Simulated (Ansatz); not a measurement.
Si3Rh5:
Space group Pbam (No. 55); a = 5.3467 Å, b = 10.2229 Å, c = 3.8668 Å, α = 90.00°, β = 90.00°, γ = 90.00°

```tsv
atom	site	symmetry	x	y	z
Si	4h	..m	0.4064	0.1552	0.5000
Si	2a	..2/m	0.0000	0.0000	0.0000
Rh	4h	..m	0.3341	0.3925	0.5000
Rh	4g	..m	0.1610	0.2124	0.0000
Rh	2c	..2/m	0.0000	0.5000	0.0000
```

Relaxed at zero pressure with r²SCAN (plane waves, PAW; program Ansatz).

Question: The volume is lowered by 3 % and shape and atoms relax at that volume. What pressure results, and how do the axes share the change?

Answer: 6.4 GPa; a -1.5 %, b -1.7 %, c 0.1 %; the energy rises by 8 meV/atom.

Question: Give the new structure.

Answer: 
Space group Pbam (No. 55); a = 5.2682 Å, b = 10.0536 Å, c = 3.8708 Å, α = β = γ = 90.00°

| atom | site | symmetry | x | y | z |
|---|---|---|---|---|---|
| Si | 4h | ..m | 0.3935 | 0.1508 | 0.5000 |
| Si | 2a | ..2/m | 0.0000 | 0.0000 | 0.0000 |
| Rh | 4h | ..m | 0.3300 | 0.3935 | 0.5000 |
| Rh | 4g | ..m | 0.1561 | 0.2145 | 0.0000 |
| Rh | 2c | ..2/m | 0.0000 | 0.5000 | 0.0000 |

The phase is kept; no other phase was compared at this pressure.

The first step of the workflow began from a Materials Project structure, measured or hypothetical; the Crystallography Open Database copy checked does not list it. Whether it is the stable phase at ambient conditions was not checked. Symmetry was held in the r²SCAN relaxation; whether a distortion lowers the energy is not shown. The run is not spin-polarised.

Potentials: the later of the program's two PAW sets.
